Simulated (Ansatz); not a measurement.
TePd:
```
CELL_PARAMETERS angstrom
      4.18461     0.00000     0.00000
     -2.09231     3.62398     0.00000
      0.00000     0.00000     5.73336
ATOMIC_POSITIONS crystal
  Te 0.33333 0.66667 0.25000
  Te 0.66667 0.33333 0.75000
  Pd 0.00000 0.00000 0.00000
  Pd 0.00000 0.00000 0.50000
```

Relaxed with r²SCAN.

**Question.** Give the Bader charges and basin volumes of the independent atoms, the program Ansatz at the r²SCAN level (PAW).

**Answer.** 

```json
[
 {"atom": "Te1", "Bader charge (e)": "+0.12", "Bader volume (Å³)": "25.7"},
 {"atom": "Pd3", "Bader charge (e)": "-0.12", "Bader volume (Å³)": "17.8"}
]
```

Space group P6_3/mmc (NiAs type). The first step of the workflow began from a Materials Project structure, measured or hypothetical; the Crystallography Open Database files this formula in space group No. 194, but the cells were not matched. Whether it is the stable phase at ambient conditions was not checked. The cell was relaxed with r²SCAN under the symmetry of its start; its stability against distortions is not shown here. The run is not spin-polarised. Spin–orbit coupling is left out wherever it is not named.

Potentials: the later of the program's two PAW sets.
